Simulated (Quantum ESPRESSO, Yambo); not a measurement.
Quasiparticle gap of MgS$_{2}$ at -1.5 % isotropic strain

Space group C2/m (No. 12); a = 6.7234 Å, b = 3.8738 Å, c = 4.9993 Å, α = γ = 90.00°, β = 116.60°

| atom | site | symmetry | x | y | z |
|---|---|---|---|---|---|
| Mg | 2d | 2/m | 0.0000 | 0.5000 | 0.5000 |
| S | 4i | m | 0.0777 | 0.0000 | 0.2319 |
(The calculation used a cell of 3 atoms; values per cell refer to that cell.)

The PBEsol cell relaxed from Materials Project entry mp-1185959 was given an isotropic strain of -1.5 % on all lattice vectors, and the atoms were relaxed again.

Starting point: norm-conserving PBEsol (Quantum ESPRESSO, 84 Ry, scalar-relativistic). G0W0 in Yambo: 4×4×4 Γ-centred k mesh, bands 5 to 139 and a 10 Ry block in the screening, 139 bands in G with the Bruneval-Gonze terminator, plasmon pole fitted at 27.2 eV.

| Item | Value |
|---|---|
| PBEsol gap along the band path | 1.01 eV |
| PBEsol gap between the mesh's edge points ((0.25, 0.25, 0.25) → (0, 0, -0.5)) | 1.06 eV |
| G0W0 gap between the same points | 2.60 eV |
| PBEsol smallest direct gap on the mesh (at (0, 0, -0.5)) | 1.11 eV |
| G0W0 direct gap at that point | 2.63 eV |

| k point | band | E PBEsol (eV) | E QP (eV) | shift (eV) | Z |
|---|---|---|---|---|---|
| Γ | VB | -0.98 | -2.04 | -1.06 | 0.78 |
| Γ | CB | 2.87 | 3.34 | 0.47 | 0.79 |
| (0, 0, -0.5) | VB | -0.05 | -1.08 | -1.03 | 0.78 |
| (0, 0, -0.5) | CB | 1.06 | 1.55 | 0.49 | 0.79 |
| (0.25, 0.25, 0.25) | VB | 0.00 | -1.04 | -1.04 | 0.78 |
| (0.25, 0.25, 0.25) | CB | 1.66 | 2.13 | 0.47 | 0.78 |

Energies count from the PBEsol valence-band maximum.

Convergence of the G0W0 settings was not tested.

The structure is a Materials Project entry; no match was found in the copy of COD used, and its stability was not checked.
